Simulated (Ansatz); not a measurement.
## HfRh3 under pressure

Theory: DFT LDA, scalar-relativistic, plane waves, PAW (Ansatz 0.2.0). Plane waves to 420 eV; Γ-centred k mesh 12×12×12; Fermi-Dirac smearing of 0.15 eV. No spin polarisation. Phonons by linear response, acoustic sum rule imposed.

Equilibrium structure at this level:
```
Hf Rh
1.0
     3.86670    0.00000    0.00000
     0.00000    3.86670    0.00000
     0.00000    0.00000    3.86670
Hf Rh
1 3
Cartesian
  0.0000 0.0000 0.0000
  0.0000 1.9333 1.9333
  1.9333 0.0000 1.9333
  1.9333 1.9333 0.0000
```

In a metal, frequencies and elastic constants depend on the k mesh and the smearing, soft modes and shear constants most. Spin–orbit coupling is left out, which can shift energies with elements as heavy as these.

Optical modes at Γ (cm⁻¹) at zero pressure: 138, 182, 216.

Q: Under hydrostatic pressure the same modes lie at 150, 197, 236 cm⁻¹. What is the pressure, and how much has the cell shrunk?

A: 10 GPa; the volume is 3.5 % smaller.